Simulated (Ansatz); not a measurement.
Question: TiSi2 in space group Fddd (No. 70; Si on 16f, Ti on 8a) is relaxed with DFT-PBEsol in the program Ansatz with PAW potentials. What lattice parameters of the conventional cell result?

Answer: a = 4.756 Å, b = 8.177 Å, c = 8.508 Å.

Question: Give the free coordinates with the occupied sites.

Answer: In one choice of origin and axes:

```json
[
 {"atom": "Si", "site": "16f", "symmetry": ".2.", "x": "0.0000", "y": "0.3366", "z": "0.0000"},
 {"atom": "Ti", "site": "8a", "symmetry": "222", "x": "0.0000", "y": "0.0000", "z": "0.0000"}
]
```

Question: Is it a metal or does it have a gap at this level?

Answer: No gap at this level.

The PBEsol relaxation kept the symmetry of its start. No spin polarisation was allowed.

Potentials: the later of the program's two PAW sets.
